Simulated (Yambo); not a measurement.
G0W0@PBEsol for BaCNSCl (space group P2_1/m, No. 11) in Yambo. Reference settings: 2×2×1 Γ-centred k mesh, 342 bands and a 7 Ry block in the screening, 342 bands in G with the Bruneval-Gonze terminator, plasmon pole fitted at 27.2 eV. The PBEsol gap (-0.5, 0, 0) → (-0.5, 0, 0) on this mesh is 4.15 eV; G0W0 gaps are taken between the same points.

The settings were changed. The gap went from 6.52 eV to 6.34 eV, and the shift of the valence edge from -1.21 eV to -0.80 eV.

### Question
Name the change that produced these shifts.
A. 156 bands in W
B. 3 Ry block
C. 125 bands in G, no terminator
D. 2 Ry block

### Answer
D, 2 Ry block. The others gave (gap, valence shift): 3 Ry block: 6.33, -0.91 eV; 125 bands in G, no terminator: 6.54, -0.62 eV; 156 bands in W: 6.55, -1.06 eV.

Geometry of the Materials Project entry, not relaxed at this level; primitive cell a = 5.913 Å, b = 4.690 Å, c = 8.905 Å, α = γ = 90.00°, β = 98.71°.

A shift is the quasiparticle energy of the state minus its PBEsol energy.
